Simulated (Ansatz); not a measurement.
BAs (zinc blende)

```xyz
4
Lattice="0.0000 4.8093 4.8093 2.4047 2.4047 4.8093 2.4047 2.4047 0.0000" Properties=species:S:1:pos:R:3 pbc="T T T"
As     3.6070     3.6070     3.6070
As     3.6070     6.0117     6.0117
B      0.0000     0.0000     0.0000
B      2.4047     4.8093     2.4047
```

The atoms are displaced by Q × the pattern below (from a DFPT mode at X = (0.5, 0.5, 0.0), largest move 1; Q in Å), at fixed cell. (q is in reciprocal vectors of the primitive cell; the cell shown is doubled to hold the pattern.)

```tsv
atom	x	y	z
B3	0.000	0.000	1.000
B4	0.000	0.000	-1.000
```

Atoms not listed stay in place.

Calculation: PBE (plane waves to 420 eV, PAW, scalar-relativistic; Ansatz, an electronic-structure program). k mesh 12×12×12 (Γ-centred), Fermi-Dirac smearing 0.05 eV. The energy includes the smearing's −TS. BAs was relaxed with its symmetry unable to fall. ΔE is measured from the undisplaced structure.

| Q (Å) | ΔE (eV/cell) |
|---|---|
| -0.180 | 0.646 |
| -0.120 | 0.289 |
| -0.060 | 0.073 |
| 0.000 | 0.000 |
| 0.060 | 0.073 |
| 0.120 | 0.289 |
| 0.180 | 0.646 |

### Question
Which DFPT wavenumber at X = (0.5, 0.5, 0.0) belongs to this mode?
A) 713 cm⁻¹
B) 191 cm⁻¹
C) 312 cm⁻¹

### Answer
A, 713 cm⁻¹. The curvature of the scan gives 713 cm⁻¹

(A displaced cell: forces are minus the slopes of the energy, force constants its curvatures, and phonons follow from these.)
